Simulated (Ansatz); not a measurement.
C in space group C2/m (No. 12; C on 4i, C on 4i, C on 4i, C on 4i) under volume change, the program Ansatz at the r²SCAN level (PAW), shape and atoms relaxed at each volume.

```tsv
V (Å³/atom)	E − E(relaxed) (meV/atom)	P (GPa)
5.379	72.0	46.67
5.557	30.4	28.87
5.734	7.2	13.42
5.911	0.0	-0.01
6.089	6.6	-11.67
6.266	25.3	-21.79
6.443	54.4	-30.58
```

What does a third-order Birch–Murnaghan fit give for V₀, B₀ and B′?

V₀ = 5.91 Å³/atom, B₀ = 416 GPa, B′ = 3.7.

The start of the workflow was typed in or built on a structure type; the Crystallography Open Database copy checked does not list it. It is not the phase usual at ambient conditions (space group No. 194, 227). The r²SCAN relaxation kept the symmetry of its start; whether a distortion lowers the energy is not shown.

Potentials: the later of the program's two PAW sets.
